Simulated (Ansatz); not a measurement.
According to DFT-PBE+D3(BJ) in the program Ansatz with PAW potentials, AlC6 in the hexagonal phase (P6/mmm; C on 6j, Al on 1b) relaxes to a = 4.270 Å, c = 5.844 Å. C has 3 nearest neighbours from 1.42 Å (trigonal planar). Its formation energy from the elements is 0.31 eV/atom, with no fitted shifts.

Electronic character: metallic (no gap).

The start of the workflow was typed in or built on a structure type; neither database checked (COD, Materials Project) lists it. Whether it is the stable phase at ambient conditions was not checked. The PBE+D3(BJ) relaxation kept the symmetry of its start; whether a distortion lowers the energy is not shown. The volume moved by 33 % from the start of the relaxation. Its formation energy is positive at this level, so the cell may be metastable or incomplete. The references are the lowest solids computed at this level, not always the standard phases.

Potentials: the earlier of the program's two PAW sets.
